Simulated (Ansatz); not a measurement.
VCo (CsCl type, Pm-3m), PBE (plane waves, PAW; program Ansatz), all energies at zero smearing, with the estimated change up to a 700 eV cutoff added, with one set of potentials and settings (totals compare only within such a set). Cell of 2 atoms (1 V, 1 Co): -8038.754 eV.

| element | reference phase | E (eV/atom) |
|---|---|---|
| V | Im-3m, 1 atoms in the cell | -2912.4140 |
| Co | P6_3/mmc, 2 atoms in the cell, spin-polarised | -5126.1559 |

Formation energy per atom, worked out: (-8038.754 − 1×(-2912.4140) − 1×(-5126.1559))/2 = -0.092 eV/atom (-9 kJ per mol of atoms), at 0 K, without zero-point energy or fitted corrections.

The workflow started from a Materials Project entry (that database holds measured and hypothetical structures alike); the Crystallography Open Database copy checked does not list it. With V and Co taken as one species the cell has the higher symmetry Im-3m, so it may be an ordered model of a mixed-site phase. Its standing as an ambient phase is unchecked. The PBE relaxation kept the symmetry of its start; whether a distortion lowers the energy is not shown. Spin order of the final state: ferromagnetic, chosen from 5 collinear starts compared on coarse meshes (ties went to the first, and starts can fall back to one state), not a proven ground state. The references are the lowest solids computed at this level, not always the standard phases.

Potentials: the later of the program's two PAW sets.
